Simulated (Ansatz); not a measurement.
MgS (rock salt, Fm-3m), a = b = c = 5.203 Å, α = β = γ = 90.00°; the cell used has 2 atoms.

Relaxed with r²SCAN.

### Question
Which orbitals make up the states near the band edges in r²SCAN (plane waves, PAW; program Ansatz)?

### Answer
Top 1 eV of the valence band: S 3p 98 %. Bottom 1 eV of the conduction band: Mg 3s 74 %, S 3p 6 %, outside the projected shells 16 %. Projections are on Löwdin-orthogonalised atomic valence shells; empty p or d shells of many metals are not among them.

### Question
Tabulate the density of states.

### Answer
States/eV per cell of 2 atoms, in 0.25 eV bins, energy from the valence-band maximum.

```
E (eV)  total  S 3p  Mg 3s  S 3s
------  -----  ----  -----  ----
-7.85    0.00  0.00   0.00  0.00
-7.60    0.00  0.00   0.00  0.00
-7.35    0.00  0.00   0.00  0.00
-7.10    0.00  0.00   0.00  0.00
-6.85    0.00  0.00   0.00  0.00
-6.60    0.00  0.00   0.00  0.00
-6.35    0.00  0.00   0.00  0.00
-6.10    0.00  0.00   0.00  0.00
-5.85    0.00  0.00   0.00  0.00
-5.60    0.00  0.00   0.00  0.00
-5.35    0.00  0.00   0.00  0.00
-5.10    0.00  0.00   0.00  0.00
-4.85    0.08  0.06   0.02  0.00
-4.60    0.41  0.31   0.09  0.00
-4.35    0.67  0.52   0.13  0.01
-4.10    1.44  1.21   0.19  0.03
-3.85    2.48  2.11   0.28  0.06
-3.60    1.01  0.85   0.11  0.04
-3.35    0.48  0.38   0.06  0.03
-3.10    0.80  0.70   0.06  0.03
-2.85    0.92  0.82   0.05  0.02
-2.60    0.96  0.87   0.04  0.02
-2.35    0.99  0.91   0.03  0.02
-2.10    1.19  1.09   0.05  0.02
-1.85    1.55  1.44   0.05  0.01
-1.60    1.98  1.87   0.04  0.01
-1.35    1.96  1.87   0.02  0.01
-1.10    1.98  1.91   0.01  0.01
-0.85    2.05  1.99   0.01  0.00
-0.60    1.70  1.66   0.00  0.00
-0.35    0.95  0.94   0.00  0.00
-0.10    0.39  0.38   0.00  0.00
0.15     0.00  0.00   0.00  0.00
0.40     0.00  0.00   0.00  0.00
0.65     0.00  0.00   0.00  0.00
0.90     0.00  0.00   0.00  0.00
1.15     0.00  0.00   0.00  0.00
1.40     0.00  0.00   0.00  0.00
1.65     0.00  0.00   0.00  0.00
1.90     0.00  0.00   0.00  0.00
2.15     0.00  0.00   0.00  0.00
2.40     0.00  0.00   0.00  0.00
2.65     0.00  0.00   0.00  0.00
2.90     0.00  0.00   0.00  0.00
3.15     0.00  0.00   0.00  0.00
3.40     0.00  0.00   0.00  0.00
3.65     0.06  0.00   0.05  0.00
3.90     0.13  0.01   0.10  0.01
4.15     0.19  0.01   0.14  0.01
4.40     0.26  0.02   0.18  0.01
4.65     0.34  0.03   0.21  0.01
4.90     0.43  0.04   0.24  0.02
5.15     0.62  0.05   0.27  0.02
5.40     0.91  0.07   0.32  0.03
5.65     1.38  0.10   0.44  0.05
5.90     2.01  0.15   0.58  0.08
6.15     1.56  0.11   0.39  0.09
6.40     0.91  0.06   0.17  0.05
6.65     0.65  0.03   0.08  0.02
6.90     1.06  0.05   0.12  0.01
7.15     1.78  0.07   0.14  0.01
7.40     1.28  0.05   0.11  0.01
7.65     1.30  0.05   0.11  0.01
7.90     1.25  0.04   0.10  0.01
8.15     1.45  0.04   0.09  0.01
```

The cell was relaxed with r²SCAN under the symmetry of its start.

Potentials: the later of the program's two PAW sets.
